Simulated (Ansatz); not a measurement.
The start is a relaxed Pb cell, doubled along one cell vector, shaken by Gaussian noise of σ = 0.08 Å a coordinate. Cell shape, volume and atoms are optimised at zero target pressure with PBE (plane waves to 420 eV, PAW, scalar-relativistic; Ansatz, a program for electronic structure). The first steps use a coarse 6×11×11 k-mesh.

The start:
```
Pb
1.0
    0.00000     5.03434     5.03434
    2.51717     0.00000     2.51717
    2.51717     2.51717     0.00000
Pb
2
Direct
  0.98760   0.02355   0.97018
  0.49811   0.99461   0.98303
```

Question: By how much does the energy per atom fall from start to end?

Answer: Under 0.01 eV/atom.

Question: Is the parent structure recovered?

Answer: The parent structure is recovered, Fm-3m (No. 225).

Question: Is the relaxed structure metallic? Give its gap.

Answer: No gap (metallic).

The end point of the relaxation:

```cif
data_Pb4
_chemical_formula_sum 'Pb4'
_space_group_name_H-M_alt 'Fm-3m'
_space_group_IT_number 225
_space_group_name_Hall '-F 4 2 3'
_cell_length_a 5.03419
_cell_length_b 5.03419
_cell_length_c 5.03419
_cell_angle_alpha 90.000
_cell_angle_beta 90.000
_cell_angle_gamma 90.000
loop_
_atom_site_label
_atom_site_type_symbol
_atom_site_symmetry_multiplicity
_atom_site_Wyckoff_symbol
_atom_site_fract_x
_atom_site_fract_y
_atom_site_fract_z
_atom_site_occupancy
Pb1 Pb 4 a 0.00000 0.00000 0.00000 1
```
(The calculation used a cell of 1 atom; values per cell refer to that cell.)

Final values are on a 18×18×18 k-mesh of the relaxed cell. No spin polarisation in the result.

The run could not lose the symmetry of its start.
